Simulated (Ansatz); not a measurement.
Starting cell, ScCu (CsCl type):

```
CELL_PARAMETERS angstrom
      6.33192     0.00000     0.00000
      0.00000     3.16596     0.00000
      0.00000     0.00000     3.16596
ATOMIC_POSITIONS crystal
  Sc 0.25000 0.50000 0.50000
  Sc 0.75000 0.50000 0.50000
  Cu 0.00000 0.00000 0.00000
  Cu 0.50000 0.00000 0.00000
```

The atoms are displaced by Q × the pattern below (from a DFPT mode at X = (0.5, 0.0, 0.0), largest move 1; Q in Å), at fixed cell. It is one choice among 2 degenerate patterns. (q is in reciprocal vectors of the primitive cell; the cell shown is doubled to hold the pattern.)

```tsv
atom	x	y	z
Cu3	0.000	0.000	1.000
Cu4	0.000	0.000	-1.000
```

Atoms not listed stay in place.

These are LDA (plane waves to 420 eV, PAW, scalar-relativistic; Ansatz, an electronic-structure program) values and carry that method's errors. k mesh 8×15×15 (Γ-centred), Fermi-Dirac smearing 0.05 eV. E stands for the smeared free energy. With partly filled bands, energies and forces of such displacements shift with the k mesh and the smearing. ScCu is run without spin polarisation. ScCu was relaxed with its symmetry unable to fall. The relaxed volume of ScCu is well below the measured one. ΔE is measured from the undisplaced structure.

```csv
Q (Å),ΔE (eV/cell)
-0.280,0.334
-0.187,0.147
-0.093,0.036
0.000,0.000
0.093,0.036
0.187,0.147
0.280,0.334
```

Which DFPT wavenumber at X = (0.5, 0.0, 0.0) belongs to this mode?
A) 134 cm⁻¹
B) 111 cm⁻¹
C) 251 cm⁻¹

A, 134 cm⁻¹. The curvature of the scan gives 134 cm⁻¹

(A displaced cell: forces are minus the slopes of the energy, force constants its curvatures, and phonons follow from these.)
